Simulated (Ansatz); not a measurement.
Be$_{2}$C (antifluorite type, space group Fm-3m)

```cif
data_CBe2
_chemical_formula_sum 'Be2 C1'
_space_group_name_H-M_alt 'P 1'
_space_group_IT_number 1
_cell_length_a 3.06064
_cell_length_b 3.06064
_cell_length_c 3.06064
_cell_angle_alpha 60.000
_cell_angle_beta 60.000
_cell_angle_gamma 60.000
loop_
_space_group_symop_operation_xyz
  'x, y, z'
loop_
_atom_site_label
_atom_site_type_symbol
_atom_site_fract_x
_atom_site_fract_y
_atom_site_fract_z
_atom_site_occupancy
Be1 Be 0.75000 0.75000 0.75000 1
Be2 Be 0.25000 0.25000 0.25000 1
C1 C 0.00000 0.00000 0.00000 1
```

Equation-of-state scan: isotropic scaling of the cell above, V₀ being its volume. Symmetry pins the atoms to their sites.

Computed with PBE (plane waves to 420 eV, PAW, scalar-relativistic; Ansatz, a first-principles code). k mesh 13×13×13 (Γ-centred), Fermi-Dirac smearing 0.05 eV. E stands for the smeared free energy. Be2C was relaxed with its symmetry unable to fall. ΔE is measured from the relaxed starting cell.

Q: Estimate the ΔE (meV/atom) for V/V₀ = 0.880, 0.960, 1.040, 1.080, 1.160.

A: 
| V/V₀ | ΔE (meV/atom) |
|---|---|
| 0.880 | 74.1 |
| 0.960 | 7.2 |
| 1.040 | 6.4 |
| 1.080 | 24.2 |
| 1.160 | 87.0 |

(Under strain, the slope of the energy per volume gives the stress and its curvature an elastic modulus.)
